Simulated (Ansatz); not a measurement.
Data:

YGe2Pd:
```
CELL_PARAMETERS angstrom
      8.52258     4.35973     0.00000
     -8.52258     4.35973     0.00000
     -1.07992     0.00000     4.15477
ATOMIC_POSITIONS crystal
  Y  0.79947 0.20053 0.29943
  Y  0.20053 0.79947 0.70057
  Y  0.24391 0.24391 0.50000
  Y  0.75609 0.75609 0.50000
  Ge 0.92659 0.07341 0.92656
  Ge 0.07341 0.92659 0.07344
  Ge 0.15036 0.54974 0.30020
  Ge 0.84964 0.45026 0.69980
  Ge 0.54974 0.15036 0.69980
  Ge 0.45026 0.84964 0.30020
  Ge 0.57325 0.42675 0.07277
  Ge 0.42675 0.57325 0.92723
  Pd 0.89637 0.60115 0.14780
  Pd 0.10363 0.39885 0.85220
  Pd 0.60115 0.89637 0.85220
  Pd 0.39885 0.10363 0.14780
```

This is the r²SCAN-relaxed structure.

Task: All from plane-wave PAW r²SCAN (Ansatz code), unless another level is named. Predict the electronic character.

Result: metallic (no gap).

Task: What about the density of states at the Fermi level?

Result: 0.35 states/eV per atom (mean over ±0.08 eV).

Task: Predict the formation energy from the elements (no fitted shifts).

Result: -0.81 eV/atom.

Space group Immm. The workflow started from a Materials Project entry (that database holds measured and hypothetical structures alike); the Crystallography Open Database copy checked does not list it. Whether it is the stable phase at ambient conditions was not checked. The r²SCAN relaxation kept the symmetry of its start; whether a distortion lowers the energy is not shown. The run is not spin-polarised. The references are the lowest solids computed at this level, not always the standard phases. Scalar-relativistic: spin–orbit coupling is off unless named, which matters more the heavier the elements.

Potentials: the later of the program's two PAW sets.
